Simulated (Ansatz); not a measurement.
Consider the following.

SiO2:
Space group P6₄22 (No. 181); a = b = 5.0594 Å, c = 5.5408 Å, α = β = 90.00°, γ = 120.00°

```json
[
 {"atom": "Si", "site": "3c", "symmetry": "222", "x": "0.5000", "y": "0.0000", "z": "0.0000"},
 {"atom": "O", "site": "6j", "symmetry": "..2", "x": "0.2082", "y": "0.4165", "z": "0.5000"}
]
```

This is the r²SCAN-relaxed structure.

Q: All from r²SCAN in the plane-wave PAW code Ansatz, unless another level is named. Estimate the electron effective mass.

A: 0.52 mₑ (isotropic).

Q: Give the formation energy from the elements (no fitted shifts).

A: -2.98 eV/atom.

Q: Give the weight of the conduction-edge state by species (Voronoi cells).

A: O 81 %, Si 19 %.

Q: What about the valence-band maximum?

A: on the Γ–A line, 85 % of the way from Γ.

Q: Next, the conduction-band minimum?

A: at Γ.

Space group P6_422. This is a known high-temperature phase of the composition, computed here at zero pressure and temperature. Symmetry was held in the r²SCAN relaxation; whether a distortion lowers the energy is not shown. The references are the lowest solids computed at this level, not always the standard phases (solids in place of the gases).

Potentials: the later of the program's two PAW sets.

Edges and masses are those of Kohn–Sham bands, whose gap is no quasiparticle gap.
